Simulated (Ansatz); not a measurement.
Ba2CuClO2:
```cif
data_Ba6Cl3Cu3O6
_chemical_formula_sum 'Ba6 Cu3 Cl3 O6'
_space_group_name_H-M_alt 'R-3m :H'
_space_group_IT_number 166
_space_group_name_Hall '-R 3 2"'
_cell_length_a 4.28270
_cell_length_b 4.28270
_cell_length_c 28.37424
_cell_angle_alpha 90.000
_cell_angle_beta 90.000
_cell_angle_gamma 120.000
loop_
_atom_site_label
_atom_site_type_symbol
_atom_site_symmetry_multiplicity
_atom_site_Wyckoff_symbol
_atom_site_fract_x
_atom_site_fract_y
_atom_site_fract_z
_atom_site_occupancy
Ba1 Ba 6 c 0.00000 0.00000 0.25442 1
Cu1 Cu 3 b 0.00000 0.00000 0.50000 1
Cl1 Cl 3 a 0.00000 0.00000 0.00000 1
O1 O 6 c 0.00000 0.00000 0.43696 1
```
(The calculation used a cell of 6 atoms; values per cell refer to that cell.)

Relaxed with r²SCAN.

**Question.** Tabulate the valence density and the electron localisation function along the shortest Ba–Cu contact (3.51 Å), r²SCAN in the plane-wave PAW code Ansatz.

**Answer.** 

| distance from Ba (Å) | density (e/Å³) | ELF |
|---|---|---|
| 0.35 | 0.74 | 0.08 |
| 0.53 | 1.24 | 0.53 |
| 0.70 | 1.37 | 0.81 |
| 0.88 | 1.06 | 0.85 |
| 1.05 | 0.63 | 0.77 |
| 1.23 | 0.32 | 0.46 |
| 1.40 | 0.17 | 0.13 |
| 1.58 | 0.12 | 0.07 |
| 1.75 | 0.12 | 0.11 |
| 1.93 | 0.14 | 0.20 |
| 2.11 | 0.17 | 0.22 |
| 2.28 | 0.21 | 0.17 |
| 2.46 | 0.31 | 0.13 |
| 2.63 | 0.63 | 0.15 |
| 2.81 | 1.99 | 0.20 |
| 2.98 | 6.83 | 0.33 |
| 3.16 | 22.30 | 0.62 |

The density is the valence pseudo-density with augmentation charge, so density and ELF within about 1 Å of a nucleus are not all-electron values.

The workflow started from a Materials Project entry (that database holds measured and hypothetical structures alike); the Crystallography Open Database files this formula in space group No. 166, but the cells were not matched. Its standing as an ambient phase is unchecked. The cell was relaxed with r²SCAN under the symmetry of its start; whether a distortion lowers the energy is not shown. The run is not spin-polarised. No Hubbard U is applied. Scalar-relativistic: spin–orbit coupling is off unless named, which matters more the heavier the elements.

Potentials: the later of the program's two PAW sets.
